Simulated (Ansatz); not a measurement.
BC$_{5}$ in space group P3m1 (No. 156; Pearson symbol hP6), plane-wave PAW r²SCAN (Ansatz code), all energies at zero smearing, with the estimated change up to a 700 eV cutoff added, with one set of potentials and settings (totals compare only within such a set). Cell of 6 atoms (1 B, 5 C): -1413.443 eV.

```tsv
element	reference phase	E (eV/atom)
B	R-3m, 12 atoms in the cell	-156.5545
C	P6_3/mmc, 4 atoms in the cell	-251.6688
```

Formation energy per atom, worked out: (-1413.443 − 1×(-156.5545) − 5×(-251.6688))/6 = 0.243 eV/atom (23 kJ per mol of atoms), at 0 K, without zero-point energy or fitted corrections.

The start of the workflow was typed in or built on a structure type; the Crystallography Open Database copy checked does not list it. Whether it is the stable phase at ambient conditions was not checked. Symmetry was held in the r²SCAN relaxation; whether a distortion lowers the energy is not shown. Its formation energy is positive at this level, so the cell may be metastable or incomplete. The references are the lowest solids computed at this level, not always the standard phases.

Potentials: the earlier of the program's two PAW sets.
